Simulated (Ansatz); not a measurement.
**Kick test of a cell of IrRh2**

The cell was found from a structure generator's guess, not taken from experiment.

The calculation used DFT PBE, scalar-relativistic, plane waves, PAW (Ansatz). Cutoff 420 eV; k points 18×18×4 on the computed 6-atom cell (Γ-centred); Gaussian smearing, width 0.10 eV; no spin polarisation.

The cell below (6 atoms, space group P6_3/mmc (No. 194)) is relaxed within its symmetry.

```
CELL_PARAMETERS angstrom
2.73187 0.00000 0.00000
-1.36594 2.36587 0.00000
0.00000 0.00000 13.22352
ATOMIC_POSITIONS crystal
Ir 0.33333 0.66667 0.25000
Ir 0.66667 0.33333 0.75000
Rh 0.33333 0.66667 0.91597
Rh 0.33333 0.66667 0.58403
Rh 0.66667 0.33333 0.08403
Rh 0.66667 0.33333 0.41596
```

For the test a repeat of it with 12 atoms (edges 2.73, 2.73, 26.45 Å) was strained at random (σ = 1.5 % a component), the atoms were moved at random (σ = 0.15 Å), and all was relaxed again on a coarse 12×12×1 mesh (in the run’s order of axes) with 0.20 eV smearing, with no symmetry imposed.

Spin–orbit coupling, which can matter for Ir, is left out.

Question: What happens?

Answer: It returns, within 1 meV/atom of the unmoved cell on that mesh and with the same symmetry when read at 0.1 Å (Amm2 at 0.01 Å, so small strains and shifts remain). No instability shows in this cell; modes of other wave vectors, which need another repeat, aren't tested.
